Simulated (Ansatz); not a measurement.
MoRh₃ in space group P6_3/mmc (No. 194; Mo on 2c, Rh on 6h) at seven volumes, DFT-PBEsol in the program Ansatz with PAW potentials, shape and atoms relaxed at each. One row is withheld.

| V (Å³/atom) | P (GPa) |
|---|---|
| 12.548 | 36.12 |
| 12.962 | ? |
| 13.376 | 10.00 |
| 13.789 | -0.01 |
| 14.203 | -8.38 |
| 14.617 | -15.38 |
| 15.030 | -21.21 |

Problem. Fit the shown pressures and predict the withheld one.

Solution. P = (3/2)B₀(x^(7/2) − x^(5/2))[1 + (3/4)(B′ − 4)(x − 1)] with x = (V₀/V)^(2/3). Least squares on the six rows gives V₀ = 13.789 Å³/atom, B₀ = 304 GPa, B′ = 4.89. At V = 12.962, x = 1.0421 and P = 21.88 GPa. The run itself gave 21.92 GPa.

The workflow started from an entry of the Crystallography Open Database (COD). Its standing as an ambient phase is unchecked. Symmetry was held in the PBEsol relaxation; its stability against distortions is not shown here. The run is not spin-polarised.

Potentials: the later of the program's two PAW sets.
